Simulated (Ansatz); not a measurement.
# Profile along the N–V line in VN (rock salt)

VN (rock salt)

```yaml
crystal:
  lattice:
    - [0.00000, 2.03683, 2.03683]
    - [2.03683, 0.00000, 2.03683]
    - [2.03683, 2.03683, 0.00000]
  atoms:
    - { symbol: N, position: [0.00000, 0.00000, 0.00000] }
    - { symbol: V, position: [0.50000, 0.50000, 0.50000] }
```

Fields along a shortest N–V line of a {110} plane (2.04 Å), from N to V, interpolated on the slice's grid (step about 0.2 Å). Level of theory: PBEsol (plane waves to 420 eV, PAW, scalar-relativistic; Ansatz, an electronic-structure program). k mesh 20×20×20. These are valence fields of a PAW run, semicore shells included where kept as valence: close to a nucleus they are smooth pseudo fields. The PAW data are Ansatz's earlier set. VN is run without spin polarisation. VN was relaxed with its symmetry unable to fall.

```csv
distance from N (Å),valence electron density (e/Å³),electron localisation function
0.00,3.31,x
0.10,3.39,x
0.20,3.47,x
0.31,3.37,x
0.41,2.95,0.64
0.51,2.26,0.76
0.61,1.61,0.80
0.71,1.16,0.78
0.82,0.86,0.66
0.92,0.67,0.42
1.02,0.61,0.20
1.12,0.68,0.20
1.22,0.98,0.21
1.33,1.75,0.35
1.43,3.30,0.51
1.53,5.55,0.63
1.63,8.28,0.69
1.73,11.32,x
1.84,14.21,x
1.94,16.27,x
2.04,17.01,x
```

x: too close to a nucleus for the ELF to mean much.

Density on the N–V line (2.04 Å) at its midpoint: 0.61 e/Å³. ELF at that point: 0.20.
